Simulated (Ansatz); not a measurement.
## FeNi: strain energy, fitted

FeNi, P4/mmm, a = 2.468 Å, c = 3.533 Å. The structure is a Materials Project entry; whether it is the stable form wasn't checked. Ansatz: PBEsol, PAW, 420 eV, Γ-centred 16×16×12 mesh on 2 atoms, Gaussian smearing 0.10 eV; collinear spin, largest moment 2.5 μB. Series: uniaxial strain along c, with a, b and atoms relaxed; x is the strain in per cent. y is the free energy over the unstrained cell, V0 = 10.761 Å³/atom.

```tsv
x (%)	y (meV/atom)
-3.0	6.74
-2.0	?
-1.0	0.75
0.0	0.00
1.0	0.74
2.0	2.96
```

**Question.** Fit y = c2 x² + c3 x³ to the other rows, turn c2 into a modulus, and predict the missing energy.

**Answer.** Least squares on the rows shown. y = 0.7436 x² − 0.001779 x³. In eV per unit strain² c2 is 7.436; this is Young's modulus along the axis (E = ½ Y V0 ε²): 2 × 7.436 × 160.2 / (10.761) = 221 GPa. At x = -2.0 the fit asked for gives 2.99 meV/atom. The run gave 3.00 meV/atom, so the fit is 0.01 meV/atom too low, a small miss on the scale of the series.

Only parallel moments were tried here.